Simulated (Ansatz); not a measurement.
A geometry of AlNi away from equilibrium: step 2 of the relaxation of a relaxed AlNi cell, doubled along one cell vector, shaken by Gaussian noise of σ = 0.08 Å a coordinate. These are r2SCAN (plane waves to 500 eV, PAW, scalar-relativistic; Ansatz, an electronic-structure program) values and carry that method's errors. Γ-centred k-mesh 12×9×4 on the run's cell (coarser than for final values), Fermi–Dirac smearing 0.05 eV.

```xyz
8
Lattice="2.6882 -0.0028 0.0089 -0.0037 3.5784 0.0008 0.0334 0.0022 10.0722" Properties=species:S:1:pos:R:3 pbc="T T T"
Al    -0.0573    -0.0006     3.3732
Al     0.0293     0.0754     8.3752
Al     1.3099     1.7939     1.6985
Al     1.3718     1.8545     6.7064
Ni    -0.0609    -0.0301     0.6560
Ni    -0.0756    -0.0096     5.7315
Ni     1.3852     1.8220     4.2212
Ni     1.3281     1.7722     9.3046
```

Problem. Which atoms carry the largest force, and which way does it point?

Solution. 1.10 eV/Å, on Al1 (atoms numbered as listed); on Al1 its components are (0.47, 0.30, -0.95).

Problem. What is the pressure?

Solution. +2.7 GPa, compression positive.

Problem. How much energy per atom can still be gained by relaxing?

Solution. 0.03 eV/atom; the path ends in Pmmn (No. 59).

No spin polarisation in the result. A magnetic state may lie lower.

The end of the path is a generated cell of AlNi: the first start was made by placing the elements on the sites of a structure type, and the end was not matched to a known phase here, so it may be hypothetical. Known forms of AlNi include space group No. 221.
